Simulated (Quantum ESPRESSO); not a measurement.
# AlMg2S3F: convergence and cost over cutoff and k mesh

Computed values, not a measurement. The program is pw.x of Quantum ESPRESSO 7.5 (plane-wave density functional theory). The cell is made up: 7 atoms on a zincblende/diamond lattice with one site empty, with randomly drawn elements, strain and displacements, not relaxed. PseudoDojo standard norm-conserving files (v0.5 for PBE, v0.4.1 for LDA and PBEsol) set the functional; there is no spin polarisation, spin-orbit coupling or dispersion term, and the masses in the input are unused placeholders.

Input of the run in row 4:

```
&control calculation='scf', pseudo_dir='./dojo.nc.sr.pbe.v0_5.standard.upf', outdir='./o', disk_io='low', tprnfor=.true., tstress=.true. /
&system ibrav=0, nat=7, ntyp=4, nbnd=30, ecutwfc=84.00895049, nosym=.true., tot_charge=0,
 occupations='smearing', smearing='fd', degauss=0.0018374661
/
&electrons conv_thr=7.350e-09, electron_maxstep=60, /
ATOMIC_SPECIES
Al 1.0 Al.upf
F 1.0 F.upf
Mg 1.0 Mg.upf
S 1.0 S.upf
CELL_PARAMETERS angstrom
5.4655 0.0074 0.0173
0.0074 5.5329 0.064
0.0173 0.064 5.3537
ATOMIC_POSITIONS angstrom
Al 0.0511 2.7619 2.5461
Mg 2.7783 0.1444 2.6588
Mg 2.7168 2.833 -0.0334
S 1.403 1.3019 1.3579
S 1.3238 4.1988 4.1099
S 4.1081 1.3846 3.9532
F 3.9677 4.11 1.3922
K_POINTS automatic
4 4 4 1 1 1
```

The same cell was run at these settings. Meshes are shifted by half a step, and differences are from the last row, which is itself not exact.

| cutoff (eV) | k mesh | k points solved | threshold (eV) | free energy less the last row's (eV) | pressure (GPa) | largest stress difference (GPa) | largest force difference (eV/Å) | iterations | wall time (s) | k-point pools | processor |
| --- | --- | --- | --- | --- | --- | --- | --- | --- | --- | --- | --- |
| 800 | 2 x 2 x 2 | 4 | 1e-04 | 1.693 | -15.06 | 12.93 | 0.033 | 7 | 8 | 4 | AMD EPYC, Zen 5 class |
| 1143 | 2 x 2 x 2 | 4 | 1e-07 | 0.048 | -2.07 | 0.13 | 0.034 | 10 | 14 | 4 | AMD EPYC, Zen 5 class |
| 751 | 4 x 4 x 4 | 32 | 1e-07 | 3.331 | -24.77 | 22.63 | 0.029 | 10 | 20 | 4 | AMD EPYC, Zen 5 class |
| 1143 | 4 x 4 x 4 | 32 | 1e-07 | 0.002 | -2.17 | 0.01 | 0.006 | 10 | 43 | 4 | AMD EPYC, Zen 5 class |
| 1437 | 6 x 6 x 6 | 108 | 1e-07 | 0.000 | -2.16 | 0.00 | 0.000 | 10 | 210 | 4 | AMD EPYC, older |

Each pool is one process. Wall times include start-up and a band step at six k points, which weighs most on the coarsest meshes. The runs were on shared virtual cores whose load varied, so times are rough.